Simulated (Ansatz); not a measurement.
LaZn single point

input.yaml (Ansatz 0.2.0)

```yaml
crystal:
  lattice:
    - [3.712199, 0.0, 0.0]
    - [0.0, 3.712199, 0.0]
    - [0.0, 0.0, 3.712199]
  atoms:
    - { symbol: Zn, position: [0.0, 0.0, 0.0] }
    - { symbol: La, position: [0.5, 0.5, 0.5] }
  symmetry: { tolerance: 0.0003 }
kpoints:
  mp_grid: { grid: [9, 9, 9], shift: [0, 0, 0] }
  band_path:
    path:
      - [0.0, 0.0, 0.0]
      - [0.0, 0.5, 0.0]
      - [0.5, 0.5, 0.0]
      - [0.0, 0.0, 0.0]
      - [0.5, 0.5, 0.5]
      - [0.0, 0.5, 0.0]
      - [0.5, 0.5, 0.5]
      - [0.5, 0.5, 0.0]
    npoints: 8
magnetization:
  spin_polarized: false
scf:
  occupations: { method: fermi_dirac, width: 0.0149 }
  lower_state_search: "off"
  max_iter: 200
hamiltonian:
  pseudopotentials: { kind: paw }
  xc: r2scan
basis:
  ecutwfc: 500
  fft_grid_basis: typed
output:
  forces: true
  stress: true
  eigenvalues: true
  bader: true
  populations: true
  elf: true
  write_potential: true
  volumetric_format: npy
  dos:
    e_range: [-12, 8]
    de: 0.05
    projected: { site_lists: { La: [La], Zn: [Zn] } }
  write_density: true
checkpoint:
  read: saved_state
```

Run as

```sh
ansatz run input.yaml --threads 1 --pin off --max-ram 2560MiB --backend cpu --events-out ev --progress --plain --runs-dir out
```

The saved state is an earlier solution for the same cell, perhaps on another mesh. 

Parts of the output:

```
La: projections on atomic orbitals take those of the free atom [Kr 4d10] 4f0 5s2 5p6 5d1 6s2, of charge +0.00 (hamiltonian.pseudopotentials.projection_atoms); the dataset's partial waves leave at most 1.9e-5 of an orbital's norm unspanned inside its sphere
Pseudopotentials: kind: paw
Pseudopotential: Zn, paw, valence charge 12, recommended cutoff 500 eV (meta_gga), Zn.paw.azcp
Pseudopotential: La, paw, valence charge 11, recommended cutoff 500 eV (meta_gga), La.paw.azcp
Functional definition: r2SCAN
  exchange = r2scan_x(k0 = k0, k1 = k1, a1 = a1)
  correlation = r2scan_c
Crystal: 2 atoms, lattice volume = 51.156 Å³
Basis set: ecut = 500 eV, 1309 PW (Γ), exchange–correlation on 120×120×120 points (64 copies of the dense FFT grid, shifted against one another)
Bands: 16, of which v1, the nominal top of the filled ones, is band 12 counted from 1 (11 counted from 0)
Symmetry: 48 space group operations
Space group: Pm-3m (ITA 221), of the structure as read, at distance tolerance 1.1e-3 Å
k-points: 35 of 729
Initial density: read from a saved state, or passed on in memory by an earlier SCF of this step, an earlier step, the calling program or the single point that the run made first
Functional: x = r2scan, c = r2scan; τ floored in thin density (d = 2e-4 eV/Å³)
Free energy (F): -9590.9805 eV
Harris-Foulkes:  -9590.9805 eV  (|F-HF|=1.04e-7)
Internal energy: -9590.9780 eV  (E = F + TS)
E sigma→0 (E₀):  -9590.9793 eV
Entropy (-TS):   -0.0026 eV (-1.287 meV/atom)
Fermi energy:    11.2019 eV
--- Per-component energies (eV) ---
  E_band       = 3.2818
  E_kinetic    = 323.1384
  E_local      = -2066.0320  (includes V_loc(G=0)·N_el)
  E_nonlocal   = 705.7021
  E_hartree    = 853.8644
  E_xc         = -256.8341
  E_vxc        = -215.4239  (∫ρ·V_xc dr)
  E_paw        = -7281.8069  (= ΣΔE_a)
  E_vpaw       = -463.3684  (= ΣTr[D̂ρ^β])
  E_aug_tail   =  0.0000  (compensation charges beyond the density's cutoff)
  E_vtau       = 11.5392  (kinetic-family band-sum trace: ∫τ·v_τ [+ j·A + Jᵃ·Aᵃ] dr)
  E_ewald      = -1868.8957
  E_core_change = -0.1141  (= ΣΔE_core)
  E_smearing   = -0.0026  (= −TS)
--- Stress (GPa, compression-positive) ---
        1.9618       0.0000       0.0000
        0.0000       1.9618       0.0000
        0.0000       0.0000       1.9618
  P = ⅓ Tr σ = 1.9618 GPa (19.618 kbar)
--- Löwdin populations: 2 sites ---
  site symbol       q [e]
     0     Zn     11.0152
     1     La     11.6841
  spilling = 0.0131 (of n_electrons = 23.0000)
--- Bader charges: 2 sites ---
  site symbol  charge [e]  shift [e]
     0     Zn     -1.1058     0.0000
     1     La      1.1058     0.0000
```

Origin: a database entry at a rescaled volume. Caveats: f levels without a U or exact exchange are poorly placed.
